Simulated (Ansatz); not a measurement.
## Li$_{2}$H$_{6}$Pt: computed property card

Li₂H₆Pt:
```xyz
9
Lattice="0.0000 3.3029 3.3029 3.3029 0.0000 3.3029 3.3029 3.3029 0.0000" Properties=species:S:1:pos:R:3 pbc="T T T"
Li     4.9544     4.9544     4.9544
Li     1.6515     1.6515     1.6515
H      3.3029     3.3029     4.9656
H      3.3029     3.3029     1.6403
H      4.9656     3.3029     3.3029
H      1.6403     3.3029     3.3029
H      3.3029     4.9656     3.3029
H      3.3029     1.6403     3.3029
Pt     0.0000     0.0000     0.0000
```

Space group Fm-3m (No. 225); conventional cell a = b = c = 6.6058 Å, α = β = γ = 90.00°.

Method: PBEsol (plane waves, PAW; program Ansatz). The cell and atoms are relaxed at this level. Other levels are named where they apply.

Cell and energy:

* **Volume per atom**: 8.01 Å³
* **Density**: 4.95 g/cm³
* **Formation energy from the elements (no fitted shifts)**: -0.42 eV/atom

Electronic structure:

Band gap: 2.54 eV (indirect)
Valence-band maximum: on the K–Γ line, 49 % of the way from K
Conduction-band minimum: at X (3 equivalent valleys)
Smallest direct gap on the standard path: 4.30 eV
Electron effective mass: 0.30, 0.30, 0.68 mₑ (principal values)
Electron effective mass with spin–orbit coupling: 0.31, 0.31, 0.70 mₑ (principal values)
Hole effective mass: 0.31, 0.61, 2.0 mₑ (principal values)
Hole effective mass with spin–orbit coupling: 0.46, 0.46, 5.8 mₑ (principal values)
HSE06 gap on the PBEsol cell: 3.66 eV
Gap with spin–orbit coupling: 2.53 eV

Mechanics:

Bulk modulus (Birch–Murnaghan fit): 34.6 GPa
Pressure derivative B′: 4.6
Elastic constants (relaxed ions, GPa): C11 = 64.1, C12 = 19.9, C44 = 30.1
Mechanical stability: stable (all eigenvalues of C positive)
Hill bulk and shear moduli: 34.6 and 26.6 GPa
Young's modulus: 63.5 GPa
Poisson's ratio: 0.19
Debye temperature from the elastic constants: 380 K

Dielectric response:

* **Electronic dielectric constant ε∞ (DFPT)**: 4.42
* **Static dielectric constant ε0 (ions relaxed, cell fixed)**: 11.1
* **Born charges (a third of the trace)**: Li +1.04, H -0.15, Pt -1.19 e

Phonons:

- Highest zone-centre frequency (without LO–TO term): 264.7 meV
- Zone-centre stability: no imaginary mode at Γ

The workflow started from a Materials Project entry (that database holds measured and hypothetical structures alike); the Crystallography Open Database copy checked does not list it. Whether it is the stable phase at ambient conditions was not checked. The PBEsol relaxation kept the symmetry of its start. The run is not spin-polarised. The references are the lowest solids computed at this level, not always the standard phases (solids in place of the gases). Scalar-relativistic: spin–orbit coupling is off unless named, which matters more the heavier the elements.

Potentials: the later of the program's two PAW sets.
